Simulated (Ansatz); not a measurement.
Te$_{2}$Mo:
```cif
data_Mo2Te4
_chemical_formula_sum 'Mo2 Te4'
_space_group_name_H-M_alt 'P63/mmc'
_space_group_IT_number 194
_space_group_name_Hall '-P 6c 2c'
_cell_length_a 3.47290
_cell_length_b 3.47290
_cell_length_c 13.77643
_cell_angle_alpha 90.000
_cell_angle_beta 90.000
_cell_angle_gamma 120.000
loop_
_atom_site_label
_atom_site_type_symbol
_atom_site_symmetry_multiplicity
_atom_site_Wyckoff_symbol
_atom_site_fract_x
_atom_site_fract_y
_atom_site_fract_z
_atom_site_occupancy
Mo1 Mo 2 c 0.33333 0.66667 0.25000 1
Te1 Te 4 f 0.66667 0.33333 0.11962 1
```

Relaxed with DFT-LDA in the program Ansatz with PAW potentials. Indices refer to the conventional cell of P6_3/mmc, a = b = 3.473 Å, c = 13.776 Å, α = β = 90.00°, γ = 120.00°.

Task: Simulate the powder diffraction pattern (Cu Kα, λ = 1.54184 Å; lines above 1 %) up to 2θ = 90°.

Result: Simulated powder pattern, Cu Kα, λ = 1.54184 Å (kinematic, ideal powder, no thermal factors, no anomalous dispersion; the 30 strongest lines at most, above 1 %, up to 2θ = 90°):

```json
[
 {"2θ (°)": "12.85", "d (Å)": "6.888", "I/Imax (%)": "22", "hkl": "(0002)"},
 {"2θ (°)": "25.87", "d (Å)": "3.444", "I/Imax (%)": "13", "hkl": "(0004)"},
 {"2θ (°)": "29.70", "d (Å)": "3.008", "I/Imax (%)": "39", "hkl": "(1 0 -1 0)"},
 {"2θ (°)": "30.42", "d (Å)": "2.938", "I/Imax (%)": "9.0", "hkl": "(1 0 -1 1)"},
 {"2θ (°)": "32.48", "d (Å)": "2.756", "I/Imax (%)": "3.4", "hkl": "(1 0 -1 2)"},
 {"2θ (°)": "35.69", "d (Å)": "2.516", "I/Imax (%)": "100", "hkl": "(1 0 -1 3)"},
 {"2θ (°)": "39.24", "d (Å)": "2.296", "I/Imax (%)": "4.4", "hkl": "(0006)"},
 {"2θ (°)": "39.79", "d (Å)": "2.265", "I/Imax (%)": "6.3", "hkl": "(1 0 -1 4)"},
 {"2θ (°)": "44.60", "d (Å)": "2.032", "I/Imax (%)": "37", "hkl": "(1 0 -1 5)"},
 {"2θ (°)": "49.97", "d (Å)": "1.825", "I/Imax (%)": "3.3", "hkl": "(1 0 -1 6)"},
 {"2θ (°)": "52.71", "d (Å)": "1.736", "I/Imax (%)": "30", "hkl": "(1 1 -2 0)"},
 {"2θ (°)": "53.19", "d (Å)": "1.722", "I/Imax (%)": "9.3", "hkl": "(0008)"},
 {"2θ (°)": "54.50", "d (Å)": "1.684", "I/Imax (%)": "3.0", "hkl": "(1 1 -2 2)"},
 {"2θ (°)": "55.83", "d (Å)": "1.647", "I/Imax (%)": "4.2", "hkl": "(1 0 -1 7)"},
 {"2θ (°)": "59.63", "d (Å)": "1.551", "I/Imax (%)": "7.7", "hkl": "(1 1 -2 4)"},
 {"2θ (°)": "61.68", "d (Å)": "1.504", "I/Imax (%)": "4.7", "hkl": "(2 0 -2 0)"},
 {"2θ (°)": "62.09", "d (Å)": "1.495", "I/Imax (%)": "1.2", "hkl": "(2 0 -2 1)"},
 {"2θ (°)": "62.11", "d (Å)": "1.494", "I/Imax (%)": "8.7", "hkl": "(1 0 -1 8)"},
 {"2θ (°)": "65.29", "d (Å)": "1.429", "I/Imax (%)": "17", "hkl": "(2 0 -2 3)"},
 {"2θ (°)": "67.65", "d (Å)": "1.385", "I/Imax (%)": "5.2", "hkl": "(1 1 -2 6)"},
 {"2θ (°)": "68.03", "d (Å)": "1.378", "I/Imax (%)": "1.3", "hkl": "(2 0 -2 4)"},
 {"2θ (°)": "71.47", "d (Å)": "1.320", "I/Imax (%)": "8.8", "hkl": "(2 0 -2 5)"},
 {"2θ (°)": "78.17", "d (Å)": "1.223", "I/Imax (%)": "18", "hkl": "(1 1 -2 8)"},
 {"2θ (°)": "80.36", "d (Å)": "1.195", "I/Imax (%)": "1.5", "hkl": "(2 0 -2 7)"},
 {"2θ (°)": "83.64", "d (Å)": "1.156", "I/Imax (%)": "11", "hkl": "(1 0 -1 11)"},
 {"2θ (°)": "85.40", "d (Å)": "1.137", "I/Imax (%)": "3.8", "hkl": "(2 1 -3 0)"},
 {"2θ (°)": "85.78", "d (Å)": "1.133", "I/Imax (%)": "3.6", "hkl": "(2 0 -2 8)"},
 {"2θ (°)": "88.64", "d (Å)": "1.103", "I/Imax (%)": "15", "hkl": "(2 1 -3 3)"}
]
```

Symmetry was held in the LDA relaxation; of distortions, only those at the zone centre were tested. The run is not spin-polarised. The volume moved by -17 % from the start of the relaxation. A crystal of weakly bound layers computed without a dispersion correction: the cell and the soft elastic constants depend strongly on that. Scalar-relativistic: spin–orbit coupling is off unless named, which matters more the heavier the elements.

Potentials: the later of the program's two PAW sets.
